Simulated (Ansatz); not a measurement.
Relaxed candidate structures of Sn:

A. Fd-3m, origin choice 1 (No. 227), cF8, diamond type; a = 6.656 Å, b = 6.656 Å, c = 6.656 Å, α = 90.00°, β = 90.00°, γ = 90.00°; Sn 8a (0.000, 0.000, 0.000)

B. P6₃/mmc (No. 194), hP4; a = 5.1115 Å, b = 5.1115 Å, c = 6.0692 Å, α = 90.00°, β = 90.00°, γ = 120.00°; Sn 2b (0.000, 0.000, 0.250); Sn 2d (0.667, 0.333, 0.250)

C. C2/m (No. 12), mS6; a = 7.6698 Å, b = 4.4212 Å, c = 6.0072 Å, α = γ = 90.00°, β = 115.45°; close to R-3m at 0.1 Å; Sn 4i (0.279, 0.000, 0.336); Sn 2b (0.000, 0.500, 0.000)

Task: Put the candidates in order of energy per atom, lowest first, for PBE (plane waves to 420 eV, PAW, scalar-relativistic; Ansatz, a first-principles code).

Result: A (reference, the lowest of the structures calculated here), C (+0.09 eV/atom), B (+0.30 eV/atom)

1 run with a doubtful electronic state, a coarser numerical grid, an end not at rest or a source that can't be used is left out. Each run could gain symmetry but not lose that of its start, so entries can be saddle points. From databases, or of a type measured for this composition: Fd-3m, cF8, diamond type; the others are generated cells (placed on structure types, drawn at random, substituted or restacked) that were not matched to a known phase here. Static energies at zero pressure. Each cell has its own k-point mesh; energy differences are given only to the digits this allows. No spin polarisation in the result.
